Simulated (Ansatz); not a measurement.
Relaxed TiTe2 (CdI2 type):

```yaml
crystal:
  lattice:
    - [7.39463, 0.00000, 0.00000]
    - [-1.84866, 3.20197, 0.00000]
    - [0.00000, 0.00000, 6.38398]
  atoms:
    - { symbol: Ti, position: [0.00000, 0.00000, 0.00000] }
    - { symbol: Ti, position: [0.50000, 0.00000, 0.00000] }
    - { symbol: Te, position: [0.16667, 0.66667, 0.27110] }
    - { symbol: Te, position: [0.66667, 0.66667, 0.27110] }
    - { symbol: Te, position: [0.33333, 0.33333, 0.72890] }
    - { symbol: Te, position: [0.83333, 0.33333, 0.72890] }
```

Scan: atom 3 (Te, nearest neighbour Ti at 2.748 Å; its periodic images, 3.7 Å or more away, move with it) is displaced along Cartesian x, direction (1.000, 0.000, 0.000) in Cartesian axes, by s. The other atoms stay.

Level of theory: PBE-D3(BJ) (plane waves to 420 eV, PAW, scalar-relativistic; Ansatz, a first-principles code). k mesh 6×12×6 (Γ-centred), Fermi-Dirac smearing 0.05 eV. E stands for the smeared free energy. With partly filled bands, energies and forces of such displacements shift with the k mesh and the smearing. Spin-orbit coupling is left out, though Te is heavy. TiTe2 is run without spin polarisation. TiTe2 was relaxed with its symmetry unable to fall. The zero of ΔE is the undisplaced structure. The last digit holds for this mesh only.

```json
[
 {"s (Å)": "-0.270", "ΔE (meV/cell)": "212.6"},
 {"s (Å)": "-0.216", "ΔE (meV/cell)": "135.6"},
 {"s (Å)": "-0.162", "ΔE (meV/cell)": "76.1"},
 {"s (Å)": "-0.108", "ΔE (meV/cell)": "33.8"},
 {"s (Å)": "-0.054", "ΔE (meV/cell)": "8.4"},
 {"s (Å)": "0.000", "ΔE (meV/cell)": "0.0"},
 {"s (Å)": "0.054", "ΔE (meV/cell)": "8.5"},
 {"s (Å)": "0.108", "ΔE (meV/cell)": "33.9"},
 {"s (Å)": "0.162", "ΔE (meV/cell)": "76.7"},
 {"s (Å)": "0.216", "ΔE (meV/cell)": "137.0"},
 {"s (Å)": "0.270", "ΔE (meV/cell)": "215.3"}
]
```

What force constant k = d²E/ds² at s = 0 does the table give?

5.8 eV/Å². It is the second difference of the nearest points, corrected with the next pair.

With k = 5.79 eV/Å² from the forces, is the well harmonic out to s = 0.270 Å?

½ks² = 211 meV/cell against the computed 215 meV/cell, so the well is close to harmonic there.

(A displaced cell: forces are minus the slopes of the energy, force constants its curvatures, and phonons follow from these.)
